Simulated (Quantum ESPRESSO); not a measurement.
# Moving one atom in ZnCaMg2O4

The results below are calculated, not measured. They come from pw.x of Quantum ESPRESSO 7.5, a plane-wave density functional program, with PseudoDojo standard norm-conserving files (v0.5 for PBE, v0.4.1 for LDA and PBEsol). The cells are made up: elements, strain and atom displacements were drawn at random, and nothing was relaxed. There is no spin polarisation, spin-orbit coupling or dispersion term.

The cell has 8 sites of a rocksalt lattice. Sites 1 to 4 hold Zn Ca Mg Mg; sites 5 to 8 hold O O O O. Cell vectors in Å: (4.525, 0.000, 0.000); (0.000, 4.525, 0.000); (0.000, 0.000, 4.525). Settings: PBE, cutoff 1143 eV, 4 x 4 x 4 k mesh shifted by half a step, Fermi-Dirac smearing of 0.025 eV.

Each run shifts the O atom on site 8 along x and leaves all else fixed. Site 4 is one of its nearest neighbours. E is the free energy of the cell above the lowest run shown.

| run | shift (Å) | Fx on site 8 (eV/Å) | Fx on site 4 (eV/Å) | P (GPa) | E (meV) |
| --- | --- | --- | --- | --- | --- |
| 1 | -0.1420 | 1.090 | 1.011 | -4.61 | 170.1 |
| 2 | -0.1192 | 1.004 | 0.988 | -4.63 | 146.2 |
| 4 | -0.0090 | 0.640 | 0.835 | -4.58 | 56.3 |
| 5 | 0.0630 | 0.403 | 0.742 | -4.43 | 18.8 |
| 6 | 0.0967 | 0.280 | 0.714 | -4.33 | 7.2 |
| 7 | 0.1311 | 0.135 | 0.701 | -4.21 | 0.0 |
| 3 | -0.0565 | ? | ? | ? | ? |

A rerun of one of these cells at 1437 eV and k mesh 6 x 6 x 6 moved values by no more than 0.002 eV in the cell's energy, 0.05 GPa in stress and 0.005 eV/Å in force.

## Worked fit

A parabola through the six runs shown gives Fx on site 8 = 0.617 - 3.45 u - 1.2 u² eV/Å, with u in Å and a scatter of 0.012 eV/Å. Minus the slope, 3.45 ± 0.30 eV/Å², is this atom's force constant along x at u = 0, with its periodic images moving too. The fitted force does not vanish within the range. The error is the larger of the fit's own and the change that a cubic makes, rounded up.

## Withheld run

Question: what Fx on site 8 should run 3 give?

The fit gives 0.808 eV/Å. The calculation gave 0.786 eV/Å.

| run | shift (Å) | Fx on site 8 (eV/Å) | Fx on site 4 (eV/Å) | P (GPa) | E (meV) |
| --- | --- | --- | --- | --- | --- |
| 3 | -0.0565 | 0.786 | 0.906 | -4.63 | 90.2 |